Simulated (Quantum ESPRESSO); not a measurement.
# Band energies of TiO2

```
CELL_PARAMETERS angstrom
      5.98683     0.00000     0.00000
      0.00000     3.77299     0.00000
      0.00000     0.00000     9.07315
ATOMIC_POSITIONS crystal
  O  0.46232 0.75000 0.91832
  O  0.53768 0.25000 0.08168
  O  0.03768 0.25000 0.41832
  O  0.96232 0.75000 0.58168
  O  0.73610 0.25000 0.75453
  O  0.26390 0.75000 0.24547
  O  0.76390 0.75000 0.25453
  O  0.23610 0.25000 0.74547
  Ti 0.48787 0.25000 0.86415
  Ti 0.51213 0.75000 0.13585
  Ti 0.01213 0.75000 0.36415
  Ti 0.98787 0.25000 0.63585
```

LDA (pw.x of Quantum ESPRESSO, ONCV potentials, scalar-relativistic); path ΓXSYΓZURTZ,YT,UX,SR; energies in eV from the valence-band maximum.

| k (1/Å) | point | band 44 | band 45 | band 46 | band 47 | band 48 | band 49 | band 50 | band 51 |
|---|---|---|---|---|---|---|---|---|---|
| 0.00 | Γ | -0.74 | -0.49 | -0.48 | -0.23 | -0.22 | 2.90 | 3.00 | 3.53 |
| 0.42 |  | -0.52 | -0.51 | -0.37 | -0.32 | -0.02 | 3.24 | 3.40 | 3.47 |
| 0.83 | X | -0.74 | -0.51 | -0.51 | -0.15 | -0.15 | 3.45 | 3.45 | 3.46 |
| 1.36 | S | -1.22 | -0.41 | -0.41 | -0.41 | -0.41 | 3.68 | 3.68 | 3.68 |
| 1.77 |  | -0.89 | -0.65 | -0.65 | -0.16 | -0.16 | 3.48 | 3.48 | 3.58 |
| 2.19 | Y | -0.83 | -0.57 | -0.57 | -0.40 | -0.40 | 3.41 | 3.41 | 3.44 |
| 2.54 |  | -0.73 | -0.49 | -0.48 | -0.48 | -0.20 | 2.96 | 3.06 | 3.76 |
| 2.71 | Γ | -0.74 | -0.49 | -0.48 | -0.23 | -0.22 | 2.90 | 3.00 | 3.53 |
| 2.71 | Z | -0.64 | -0.61 | -0.61 | -0.20 | -0.20 | 2.95 | 2.95 | 3.64 |
| 3.05 |  | -0.62 | -0.38 | -0.38 | -0.27 | -0.27 | 3.33 | 3.33 | 3.41 |
| 3.38 |  | -0.62 | -0.53 | -0.53 | -0.05 | -0.05 | 3.17 | 3.17 | 3.76 |
| 3.55 | U | -0.63 | -0.59 | -0.59 | -0.02 | -0.02 | 3.15 | 3.15 | 3.77 |
| 3.90 |  | -1.18 | -0.39 | -0.39 | -0.12 | -0.12 | 3.45 | 3.45 | 3.75 |
| 4.07 | R | -1.54 | -0.24 | -0.24 | -0.24 | -0.24 | 3.62 | 3.62 | 3.62 |
| 4.21 |  | -1.53 | -0.26 | -0.26 | -0.22 | -0.22 | 3.59 | 3.59 | 3.61 |
| 4.49 |  | -1.38 | -0.26 | -0.26 | -0.25 | -0.25 | 3.51 | 3.51 | 3.53 |
| 4.77 |  | -0.70 | -0.62 | -0.62 | -0.35 | -0.35 | 3.37 | 3.37 | 3.52 |
| 4.90 | T | -0.72 | -0.57 | -0.57 | -0.41 | -0.41 | 3.34 | 3.34 | 3.52 |
| 5.08 |  | -0.71 | -0.58 | -0.58 | -0.38 | -0.38 | 3.17 | 3.17 | 3.70 |
| 5.43 | Z | -0.64 | -0.61 | -0.61 | -0.20 | -0.20 | 2.95 | 2.95 | 3.64 |
| 5.43 | Y | -0.83 | -0.57 | -0.57 | -0.40 | -0.40 | 3.41 | 3.41 | 3.44 |
| 5.60 |  | -0.77 | -0.57 | -0.57 | -0.40 | -0.40 | 3.36 | 3.36 | 3.49 |
| 5.78 | T | -0.72 | -0.57 | -0.57 | -0.41 | -0.41 | 3.34 | 3.34 | 3.52 |
| 5.78 | U | -0.63 | -0.59 | -0.59 | -0.02 | -0.02 | 3.15 | 3.15 | 3.77 |
| 6.12 | X | -0.74 | -0.51 | -0.51 | -0.15 | -0.15 | 3.45 | 3.45 | 3.46 |
| 6.12 | S | -1.22 | -0.41 | -0.41 | -0.41 | -0.41 | 3.68 | 3.68 | 3.68 |
| 6.47 | R | -1.54 | -0.24 | -0.24 | -0.24 | -0.24 | 3.62 | 3.62 | 3.62 |

The LDA gap is indirect, 2.90 eV, from 75 % of the way from Γ to X to Γ; the smallest direct gap is 3.11 eV.

Geometry of the Materials Project entry, not relaxed at this level.

This is not the ordinary phase of the substance.

Letters of k points follow the standard setting of the lattice, whose axes may be ordered differently from the printed cell.
